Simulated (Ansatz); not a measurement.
The elements of this relaxed trial crystal are hidden behind letters.

```
lattice vectors (Å)
   3.6080    0.0000    0.0000
   0.0000    3.6080    0.0000
   0.0000    0.0000    3.6080
fractional positions
X 0.5000 0.0000 0.5000
X 0.0000 0.5000 0.5000
X 0.5000 0.5000 0.0000
Z 0.0000 0.0000 0.0000
```

All numbers below come from Ansatz, DFT PBE, scalar-relativistic, plane waves, PAW. Plane waves to 420 eV, a 12×12×12 mesh through Γ for the 4-atom cell and 0.10 eV Gaussian smearing; no spin polarisation.

```
Space group                                 : Pm-3m (No. 221)
Conventional cell                           : a = 3.608 Å
Volume per atom                             : 11.74 Å³
Density                                     : 5.97 g/cm³
Formation energy                            : +0.18 eV/atom
Gap on the 12×12×12 mesh of the 4-atom cell : 0 eV (a metal)
```

Energies are uncorrected and count from the elements' standard states at the same level.

Q: X is a d-block element of period 4 and Z is a p-block element of period 2. Which elements are they?

A: X = V, Z = O, so the formula is V3O. Density times volume gives a mean mass of 5.97 × 11.74/1.6605 = 42.2 u per atom, and this set has 42.2 u. Among the elements that the hints allow, noble gases aside, only these give it. V has 4 O at 2.55 Å and 8 V at 2.55 Å; O has 12 V at 2.55 Å.

An odd number of electrons in the primitive cell allows no gap without spin; a larger cell or a magnetic state could open one. No Hubbard U is applied to the 3d shell of V. Trial moments died out on the coarse mesh, so the last step has no spin; another magnetic start might hold. A structure relaxed within its symmetry needn't be a true minimum.
